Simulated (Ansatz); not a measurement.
An Ansatz (a program for electronic structure) run. Input:

Ansatz 0.2 input:
```yaml
crystal:
  lattice:
    - [5.8119693207, -3.3802010488, 0.0]
    - [5.8119693207, 3.3802010488, 0.0]
    - [0.0, 0.0, 5.9762012277]
  atoms:
    - { symbol: Li, position: [0.4886503026, 0.1805900752, 0.9907600449] }
    - { symbol: Li, position: [0.5113496974, 0.8194099248, 0.4907600449] }
    - { symbol: Li, position: [0.8194099248, 0.5113496974, 0.9907600449] }
    - { symbol: Li, position: [0.1805900752, 0.4886503026, 0.4907600449] }
    - { symbol: Si, position: [0.163851722, 0.836148278, 0.002798366] }
    - { symbol: Si, position: [0.836148278, 0.163851722, 0.502798366] }
    - { symbol: S, position: [0.5419847378, 0.1550216198, 0.5899204781] }
    - { symbol: S, position: [0.4580152622, 0.8449783802, 0.0899204781] }
    - { symbol: S, position: [0.8449783802, 0.4580152622, 0.5899204781] }
    - { symbol: S, position: [0.1550216198, 0.5419847378, 0.0899204781] }
    - { symbol: S, position: [0.1395365255, 0.8604634745, 0.6310405882] }
    - { symbol: S, position: [0.8604634745, 0.1395365255, 0.1310405882] }
kpoints:
  mp_grid: { grid: [5, 5, 5] }
hamiltonian:
  xc: r2scan
  pseudopotentials: { kind: paw }
scf:
  occupations: { method: fixed }
checkpoint: { read: static.run }
output: { write_density: true, elf: true, volumetric_format: npy }
basis: { fft_grid_basis: typed }
```

Output (shortened):

```
Pseudopotential: Li, paw, valence charge 3
Pseudopotential: Si, paw, valence charge 4
Pseudopotential: S, paw, valence charge 6
Functional definition: r2SCAN
Crystal: 12 atoms, lattice volume = 234.812 Å³
Basis set: ecut = 500 eV, 5965 PW (Γ), exchange–correlation on 200×200×180 points (64 copies of the dense FFT grid, shifted against one another)
Bands: 40, of which v1, the nominal top of the filled ones, is band 28 counted from 1 (27 counted from 0)
Symmetry: 4 space group operations
Space group: Cmc21 (ITA 36), of the structure as read, at distance tolerance 6.2e-5 Å
k-points: 27 of 125 (time reversal used)
Stability of the state it starts from, as read at its close in the unpolarized treatment …
iter 1 solved again at ethr=1.44e-6 eV; its pass at ethr=3.10e-3 eV (dr2=8.08e-4 eV) is discarded
SCF iter   1: F=—  HF=-7548.057777 eV  |F-HF|=—  |Δ(HF+E_count)|=         —  Δρ=1.83e-6  dr2=8.97e-9  dr2_τ=4.15e-10  ethr=1.44e-6  ⟨swp⟩=3.4  Hψ=6783  notcnv=0  defer=270
preconditioner: auto → Resta (q_TF=auto, 2.149 Å⁻¹)
SCF iter   2: F=—  HF=-7548.057742 eV  |F-HF|=—  |Δ(HF+E_count)|=   3.54e-5  Δρ=1.05e-6  dr2=4.47e-9  dr2_τ=4.29e-10  ethr=1.60e-11  ⟨swp⟩=16.7  Hψ=7369  notcnv=0
SCF iter   3: F=-7548.057742 eV  HF=-7548.057742 eV  |F-HF|=1.01e-9  |Δ(HF+E_count)|=  8.00e-10  Δρ=6.46e-7  dr2=1.41e-9  dr2_τ=5.60e-11  ethr=7.98e-12  ⟨swp⟩=1.1  Hψ=2301  notcnv=0
SCF 1 converged in 3 iterations: F = -7548.057742 eV  dr2 = 1.41e-9
SCF converged after 3 iterations
Free energy (F): -7548.057742 eV
Harris-Foulkes:  -7548.057742 eV  (|F-HF|=1.01e-9)
Internal energy: -7548.057742 eV  (E = F + TS)
E sigma→0 (E₀):  -7548.057742 eV
Fermi energy:    2.655349 eV
--- Per-component energies (eV) ---
  E_band       = -455.192186
  E_kinetic    = 818.795421
  E_local      = -1475.724306  (includes V_loc(G=0)·N_el)
  E_nonlocal   = 83.044114
  E_hartree    = 458.512648
  E_xc         = -700.160322
  E_vxc        = -734.400944  (∫ρ·V_xc dr)
  E_paw        = -4783.427790  (= ΣΔE_a)
  E_vpaw       = -99.509561  (= ΣTr[D̂ρ^β])
  E_aug_tail   = -0.000388  (compensation charges beyond the density's cutoff)
  E_vtau       = 35.578053  (kinetic-family band-sum trace: ∫τ·v_τ [+ j·A + Jᵃ·Aᵃ] dr)
  E_ewald      = -1948.285652
  E_core_change = -0.811466  (= ΣΔE_core)
  E_smearing   =  0.000000  (= −TS)
  E_closure    =  0.000000  (closes the sum)
  Σ components = -7548.057742   (vs F -7548.057742, Δ=0.00e0)
  [band-id]    e_kinetic+e_local+e_nonlocal+2·e_hartree+e_vxc+e_vpaw+e_augmentation_tail+e_vtau = -455.192315   (vs E_band -455.192186, Δ=-1.29e-4)
--- Band table (eV; the first three rows and the last of 27) ---
  k-point 0: bands = ["-42.8454", "-42.8442", "-42.8439", "-42.8439", "-11.6531", "-10.0229", "-9.9462", "-9.3325", "-9.0181", "-8.9936", "-4.7287", "-2.9800", "-2.1499", "-1.7194", "-1.4099", "-0.4219", "-0.3484", "-0.1178", "0.7480", "0.8735", "1.2097", …
  k-point 1: bands = ["-42.8453", "-42.8442", "-42.8441", "-42.8439", "-11.5508", "-10.3669", "-9.7326", "-9.3588", "-9.0152", "-8.9954", "-4.5777", "-3.3661", "-1.7795", "-1.5719", "-1.3373", "-0.5011", "-0.2712", "-0.2367", "0.7290", "0.9349", "1.0359", …
  k-point 2: bands = ["-42.8449", "-42.8444", "-42.8441", "-42.8440", "-11.2596", "-10.8316", "-9.5629", "-9.4373", "-9.0083", "-9.0007", "-4.2566", "-3.8667", "-1.2810", "-1.1298", "-1.1114", "-0.8224", "-0.5968", "-0.2122", "0.6924", "0.7260", "1.2836", …
  k-point 26: bands = ["-42.8446", "-42.8444", "-42.8442", "-42.8442", "-11.2018", "-10.7940", "-9.6123", "-9.4194", "-9.1587", "-9.0547", "-4.1767", "-3.6769", "-1.1905", "-1.0291", "-0.8167", "-0.6771", "-0.5757", "-0.0655", "0.4221", "0.5954", "0.9658", …
```

Cost: very roughly 50 core-seconds on shared cores.

Space group Cmc2_1. The workflow started from a Materials Project entry (that database holds measured and hypothetical structures alike); the Crystallography Open Database copy checked does not list it. Its standing as an ambient phase is unchecked. The r²SCAN relaxation kept the symmetry of its start; whether a distortion lowers the energy is not shown.

Potentials: the later of the program's two PAW sets.

Ansatz is a plane-wave DFT program.
